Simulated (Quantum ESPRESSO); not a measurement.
# Quadrupole interaction in CaMgH4 (changed cell)

```
CaMgH4
1.0
    4.76604    -0.16361     0.00000
   -0.16361     4.76604     0.00000
    0.00000     0.00000     3.39266
Ca Mg H
1 1 4
Cartesian
  2.30121   2.30121   1.69633
  0.00000   0.00000   0.00000
  3.27388   3.27388   0.00000
  1.32855   1.32855   0.00000
  3.90392   0.69851   1.69633
  0.69851   3.90392   1.69633
```
The cell was made here from a computed Materials Project entry: one of 2 Mg replaced by Ca, cell and atoms relaxed (PBE without dispersion, pw.x of a modified build of Quantum ESPRESSO, symmetry kept). The parent is MgH2 in P4₂/mnm. The swapped cell is a model, not a known phase. Stability against distortions was not tested.

Principal values are ordered |Vxx| ≤ |Vyy| ≤ |Vzz|, η = (Vxx − Vyy)/Vzz, and C_Q = eQVzz/h is given by its size. Cores are frozen. Against all-electron runs on small test molecules, this scheme's |Vzz| missed by −3 to +1 % on H. Ca, Mg had no test against all-electron runs. Where η passes 0.9 the sign of Vzz means little.

Quadrupole moments taken as inputs (sizes, barn, from the tables of PySCF and pymatgen): ⁴³Ca 0.0408, ²⁵Mg 0.199, ²H 0.00286.

Problem. What do the calculations give at each independent site (field gradients by a PBE PAW density (pw.x of Quantum ESPRESSO, JTH datasets) with the all-electron reconstruction of Petrilli and co-workers, 30 Ha, k-mesh 5×5×7 through Γ)?

Solution. 
| site | site symmetry | Vzz (10²¹ V/m²) | η_Q | ∣C_Q∣ (MHz) |
|---|---|---|---|---|
| Ca (atom 1) | mmm | -1.69 | 0.37 | 1.67 (⁴³Ca) |
| Mg (atom 2) | mmm | -1.89 | 0.86 | 9.09 (²⁵Mg) |
| H1 (atoms 3, 4) | 2mm | -0.49 | 0.92 | 0.034 (²H) |
| H2 (atoms 5, 6) | m2m | -0.34 | 0.28 | 0.023 (²H) |
